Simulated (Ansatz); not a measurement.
A relaxed structure of CoPdO$_{2}$ is spoiled in several ways and relaxed again each time (squeezed and stretched starts keep its symmetry, which their runs cannot lower; pressure is positive under compression). The numbers are results of PBEsol (plane waves to 420 eV, PAW, scalar-relativistic; Ansatz, a program for electronic structure), not measurements.

```cif
data_Co3O6Pd3
_chemical_formula_sum 'Pd3 Co3 O6'
_space_group_name_H-M_alt 'R-3m :H'
_space_group_IT_number 166
_space_group_name_Hall '-R 3 2"'
_cell_length_a 2.81483
_cell_length_b 2.81483
_cell_length_c 17.63235
_cell_angle_alpha 90.000
_cell_angle_beta 90.000
_cell_angle_gamma 120.000
loop_
_atom_site_label
_atom_site_type_symbol
_atom_site_symmetry_multiplicity
_atom_site_Wyckoff_symbol
_atom_site_fract_x
_atom_site_fract_y
_atom_site_fract_z
_atom_site_occupancy
Pd1 Pd 3 a 0.00000 0.00000 0.00000 1
Co1 Co 3 b 0.00000 0.00000 0.50000 1
O1 O 6 c 0.00000 0.00000 0.11259 1
```
(The calculation used a cell of 4 atoms; values per cell refer to that cell.)

Q: One start gave a first pressure of -36 GPa, a largest first force of 1.0 eV/Å and released 0.85 eV/atom. Which change was it?
(A) deformed by the Cartesian strain tensor (xx, yy, zz, yz, xz, xy) = (0.100, 0.002, 0.169, 0.031, 0.018, 0.006)
(B) stretched uniformly to 150 % of its volume
(C) stretched uniformly to 115 % of its volume

A: B, stretched uniformly to 150 % of its volume. All starts:

```tsv
change	first pressure (GPa)	largest first force (eV/Å)	released (eV/atom)	moves	outcome	final group	E − E(parent) (eV/atom)
deformed by the Cartesian strain tensor (xx, yy, zz, yz, xz, xy) = (0.100, 0.002, 0.169, 0.031, 0.018, 0.006)	-33	1.3	0.50	15	returns to the parent	R-3m	0.00
stretched uniformly to 115 % of its volume	-24	0.5	0.13	8	returns to the parent	R-3m	0.00
stretched uniformly to 150 % of its volume	-36	1.0	0.85	11	returns to the parent	R-3m	0.00
```

First-step values come from each run's starting, coarser k-mesh (9×9×10, 9×9×9, 8×8×8). Each cell has its own k-point mesh; energy differences are given only to the digits this allows. No spin polarisation in the result. The relaxed primitive cell holds an odd number of electrons. A magnetic state may lie lower. The d or f electrons are treated with no Hubbard U. A magnetic insulating state can be missed without it.

The first start was generated by placing the elements on the sites of a structure type. Materials Project lists a structure of CoPdO2 in the same space group, R-3m (No. 166); the sites were not compared with it, nor with measured phases.
